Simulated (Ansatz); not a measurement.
# Migration of Ag in Si

Method: DFT LDA, scalar-relativistic, plane waves, PAW (Ansatz 0.2.0). Settings: 420 eV cutoff, 2×2×2 k-mesh, shifted by half a step, Gaussian smearing of 0.02 eV, no spin polarisation.

Host crystal, relaxed:

```
Si
1.0
     0.00000    2.70097    2.70097
     2.70097    0.00000    2.70097
     2.70097    2.70097    0.00000
Si
2
Direct
  0.75000 0.75000 0.75000
  0.50000 0.50000 0.50000
```

In a supercell of 32 host sites with charge +1, interstitial Ag hops to an equivalent place, moving 2.34 Å between the relaxed ends. Climbing-image nudged elastic band at fixed cell with images 0 (start) to 6 (end), the path measured over all atoms, converged to 0.05 eV/Å; the order of the saddle wasn't checked, and the small cell leaves errors of about a tenth of an eV.

Supercell rows in host cell vectors: 1 1 -3; -3 1 1; 1 1 1. Ag was set at (0.000, 0.000, 0.000) of the host cell.

At the relaxed start Ag has 4 Si at 2.47 Å, 5 Si at 2.74 Å, 1 Si at 2.75 Å.

**Question.** What barrier does the band give, and what surrounds the atom at the top?

**Answer.** 0.44 eV at image 3, where Ag has 6 Si at 2.41 Å.

Cost: 1 run of about 12 core-minutes, on Intel Xeon Platinum 8259CL (Skylake/Cascade Lake) (shared hosts).